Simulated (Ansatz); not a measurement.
NiAs-type HfC

Level of theory: DFT, PBEsol, scalar-relativistic, no spin polarisation; plane waves to 420 eV with PAW datasets (Ansatz 0.2.0), 10×10×6 k-mesh, Gaussian smearing of 0.05 eV. The datasets are Ansatz's generated set soft_2.

```
Hf C
1.0
     3.23321    0.00000    0.00000
    -1.61660    2.80004    0.00000
     0.00000    0.00000    5.71875
Hf C
2 2
Cartesian
  0.0000 0.0000 0.0000
  0.0000 0.0000 2.8594
  0.0000 1.8667 1.4297
  1.6166 0.9333 4.2891
```

The cell came from substitution into a structure type; whether the compound takes it is for experiment to say.

The cell has space group P6_3/mmc (read at 0.01 Å). In it the stress is 0.00, 0.00, 0.01, 0.00, 0.00, 0.00 GPa and the largest force component 0.000 eV/Å. Each change below starts from this cell, without further relaxation. Stress is in GPa, positive in compression, in the order xx, yy, zz, yz, xz, xy; energies are counted from the cell above and are free energies with the smearing's entropy, which match forces and stress in a metal.

What happens when atom 4 (C) is moved by 0.12 Å along x?

The energy changes by 27.9 meV per cell, and the force on it along the shift is -0.492 eV/Å (−F/u = 4.10 eV/Å²). Stress: -0.03, 0.33, 1.16, 0.00, 0.00, -0.25.
```tsv
atom	Fx (eV/Å)	Fy	Fz
Hf1	0.026	-0.020	0.144
Hf2	0.026	-0.020	-0.144
C3	0.439	-0.028	0.000
C4	-0.492	0.068	0.000
```
In a harmonic crystal the energy would rise by −½F·u = ½ × 4.10 × 0.12² eV = 29.5 meV, close to the run's value; the rest is anharmonic or numerical.

A single strain component, atoms carried along, gave the stress 0.00, 0.01, 0.04, 1.05, 0.00, 0.00. Which component, and about how large?

An engineering strain of -1 % in yz; the energy changes by 1.7 meV per cell.

Spin–orbit coupling, which matters for such heavy elements, is left out.
